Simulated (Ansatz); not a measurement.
# Elastic constants of HfC (Fm-3m), step by step

```xyz
2
Lattice="0.0000 2.3037 2.3037 2.3037 0.0000 2.3037 2.3037 2.3037 0.0000" Properties=species:S:1:pos:R:3 pbc="T T T"
Hf    2.3037    2.3037    2.3037
C     0.0000    0.0000    0.0000
```

Unless marked otherwise, the numbers come from PBEsol, all-electron LAPW in Ansatz 0.2.0, scalar-relativistic. k mesh 16×16×16, Fermi-Dirac smearing of 0.050 eV, basis error target 1 meV/atom. The cell was relaxed by PAW under this functional.

The cell is cubic and carries a residual pressure of 0.01 GPa at this level. Each strain component that symmetry leaves independent is applied at ±0.005, the ions relax wherever a strain frees them, and the stress (tension positive, GPa) is read. Shears are engineering strains, γ = 2ε.

```json
{"strain": "xx", "size": "-0.005", "σxx": "-2.7248", "σyy": "-0.5476", "σzz": "-0.5476", "σyz": "0.0000", "σxz": "0.0000", "σxy": "0.0000"}
{"strain": "xx", "size": "+0.005", "σxx": "2.5722", "σyy": "0.5220", "σzz": "0.5220", "σyz": "0.0000", "σxz": "0.0000", "σxy": "0.0000"}
{"strain": "yz", "size": "-0.005", "σxx": "-0.0072", "σyy": "-0.0099", "σzz": "-0.0099", "σyz": "-0.8409", "σxz": "0.0000", "σxy": "0.0000"}
{"strain": "yz", "size": "+0.005", "σxx": "-0.0072", "σyy": "-0.0099", "σzz": "-0.0099", "σyz": "0.8409", "σxz": "0.0000", "σxy": "0.0000"}
```

A central difference gives one constant, for example C11 ≈ (2.5722 − (-2.7248))/(0.01) = 529.7 GPa; the program then imposes the crystal's symmetry on the whole matrix.

Q: What are the independent elastic constants?

A: C11 = 529.7, C12 = 107.0, C44 = 168.2 GPa.

Q: Do they meet the Born conditions?

A: C11 − C12 = 422.7, C11 + 2C12 = 743.6 and C44 = 168.2 GPa must all be positive, so the crystal is elastically stable; that says nothing yet of its phonons.

Q: What moduli does a random aggregate of grains have?

A: B = (C11 + 2C12)/3 = 247.9 GPa. G_V = (C11 − C12 + 3C44)/5 = 185.5 and G_R = 5(C11 − C12)C44/(4C44 + 3(C11 − C12)) = 183.1, so G_H = 184.3 GPa. Then E = 9BG/(3B + G) = 443.1 GPa, ν = (3B − 2G)/(6B + 2G) = 0.202 and B/G = 1.34, on the brittle side of Pugh's 1.75 (a rule of thumb).

Q: With the density of 12.938 g/cm³, how fast does sound travel, and what Debye temperature follows?

A: 

| direction | slow (m/s) | middle (m/s) | fast (m/s) |
| --- | --- | --- | --- |
| [100] | 3605 | 3605 | 6399 |
| [110] | 3605 | 4042 | 6132 |
| [111] | 3902 | 3902 | 6041 |

The mean of v⁻³ over directions and branches gives v_m = 4162 m/s and θ_D = (ħ/k_B) v_m (6π²n)^(1/3) = 538 K, n being atoms per volume. Young's modulus spans 411 to 494 GPa over directions, and the universal anisotropy index is 0.06.

Q: How far do the constants move if PAW replaces LAPW in the same cell?

A: 

```csv
constant,LAPW (GPa),PAW (GPa),difference
C11,529.7,530.1,0.4
C12,107.0,106.7,-0.3
C44,168.2,168.1,-0.1
```

Limits of these numbers: responses of metals move with mesh and smearing; no spin-orbit coupling on heavy atoms; the frozen-core PAW files of the compared runs were fitted under PBE, their cores solved anew for this functional.
